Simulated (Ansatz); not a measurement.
Here is an unrelaxed guess for GeBiBr5.

```cif
data_structure
_symmetry_space_group_name_H-M 'P4/mmm'
_symmetry_Int_Tables_number 123
_cell_length_a 4.7719
_cell_length_b 4.7719
_cell_length_c 8.6834
_cell_angle_alpha 90.000
_cell_angle_beta 90.000
_cell_angle_gamma 90.000
_cell_volume 197.73
loop_
_atom_site_label
_atom_site_type_symbol
_atom_site_symmetry_multiplicity
_atom_site_Wyckoff_symbol
_atom_site_fract_x
_atom_site_fract_y
_atom_site_fract_z
_atom_site_occupancy
Ge1 Ge 1 c 0.50000 0.50000 0.00000 1
Bi1 Bi 1 b 0.00000 0.00000 0.50000 1
Br1 Br 4 i 0.00000 0.50000 0.30174 1
Br2 Br 1 a 0.00000 0.00000 0.00000 1
```

The calculation used DFT PBE, scalar-relativistic, plane waves, PAW in Ansatz. Cutoff 420 eV; k points 4×4×2 on the computed 7-atom cell (Γ-centred); Gaussian smearing, width 0.10 eV; no spin polarisation.

Energies over the elements count from the elements' standard structures at the same level, with no fitted energy shifts. The references include crystalline Br.

Question: How far from equilibrium is it?

Answer: The pressure is 2.6 GPa (the mean over three directions, positive in compression), the largest force is 0.61 eV/Å, and the energy is −0.23 eV/atom against the elements. The shortest distance is 2.94 Å.

Question: Is it a good guess?

Answer: A fair one: relaxing gains about 0.05 eV/atom in 11 ionic steps and ends at −0.278 eV/atom on the finer mesh. The symmetry stays P4/mmm (No. 123). The volume per atom grows by 1.1 %, from 28.2 to 28.6 Å³. The shortest distance goes from 2.94 Å (Bi–Br) to 3.06 Å (Bi–Br). The ratio c/a of the conventional cell changes by a factor of 0.88. Conventional cell: a = 4.998 Å, c = 8.006 Å. Ge has 12 Br at 3.36–3.53 Å; Bi has 8 Br at 3.06 Å and 2 Br at 4.00 Å; around Br on a site of symmetry 2mm lie 2 Bi at 3.06 Å, 2 Ge at 3.36 Å and 7 Br at 3.36–3.53 Å; 1 more site not described.

The last run used a 6×6×4 mesh (in the run's order of axes) for its 7-atom cell and Gaussian smearing of 0.02 eV. These runs have no spin–orbit coupling, which can matter for Bi. The reference form of Br is held partly by dispersion forces, which this level lacks. The relaxation can't lower the symmetry of the start, and the grade says only how near the guess is to its own end. Symmetry constrained the relaxation, so the result can be a saddle point.
